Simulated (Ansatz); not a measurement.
FeP:
```xyz
8
Lattice="3.0572 0.0000 0.0000 0.0000 5.1647 0.0000 0.0000 0.0000 5.7429" Properties=species:S:1:pos:R:3 pbc="T T T"
Fe     1.5286     3.8726     4.5818
Fe     0.0000     1.2921     1.7104
Fe     1.5286     1.2902     4.0325
Fe     0.0000     3.8745     1.1610
P      1.5286     2.8799     2.4800
P      0.0000     2.2847     5.3514
P      1.5286     0.2976     0.3915
P      0.0000     4.8671     3.2629
```
Starting moments (μB, in the order of the atoms Fe Fe Fe Fe P P P P): 1.2 1.2 -1.2 -1.2 0.0 0.0 0.0 0.0.

Relaxed with r²SCAN. Special points in fractions of this cell's reciprocal vectors: Γ (0.000, 0.000, 0.000); X (0.500, 0.000, 0.000); S (0.500, 0.500, 0.000); Y (0.000, 0.500, 0.000); Z (0.000, 0.000, 0.500); U (0.500, 0.000, 0.500); R (0.500, 0.500, 0.500); T (0.000, 0.500, 0.500).

Task: List the band energies nearest the Fermi level at these points for the program Ansatz at the r²SCAN level (PAW).

Result: In eV from the Fermi level; about four levels below and three above (degenerate sets whole), none deeper than 8.9 eV; points with the same levels are listed once.

| k | below | above |
|---|---|---|
| Γ ↑ | -0.68 -0.66 -0.35 -0.26 | 1.03 2.06 2.08 |
| X ↑ | -1.04 -1.04 -0.90 -0.90 | 1.20 1.20 1.39 1.39 |
| S ↑ | -0.67 -0.67 -0.40 -0.40 | 1.14 1.14 1.59 1.59 |
| Y ↑ | -0.54 -0.46 -0.43 -0.39 | 0.79 1.55 1.86 |
| Z ↑ | -0.76 -0.76 -0.56 -0.56 | 1.46 1.46 1.69 1.69 |
| U ↑ | -1.17 -1.17 -0.79 -0.79 | 1.13 1.13 1.42 1.42 |
| R ↑ | -0.75 -0.75 -0.50 -0.50 | 1.30 1.30 2.17 2.17 |
| T ↑ | -0.78 -0.78 -0.46 -0.46 | 1.29 1.29 2.54 2.54 |

Space group Pnma. The workflow started from an entry of the Crystallography Open Database (COD), which files this formula under 2 space groups. Whether it is the stable phase at ambient conditions was not checked. The cell was relaxed with r²SCAN under the symmetry of its start, as lowered by the spin order; its stability against distortions is not shown here. Spin order of the final state: antiferromagnetic, chosen from 3 collinear starts compared on coarse meshes (ties went to the first, and starts can fall back to one state), not a proven ground state. Other orbital occupations within this spin state were not tried. For itinerant 3d metals, meta-GGAs of the SCAN family and hybrids are commonly reported to give too large moments. Point labels and valley counts follow the cell and symmetry of the run, lower than the named group.

Potentials: the later of the program's two PAW sets.
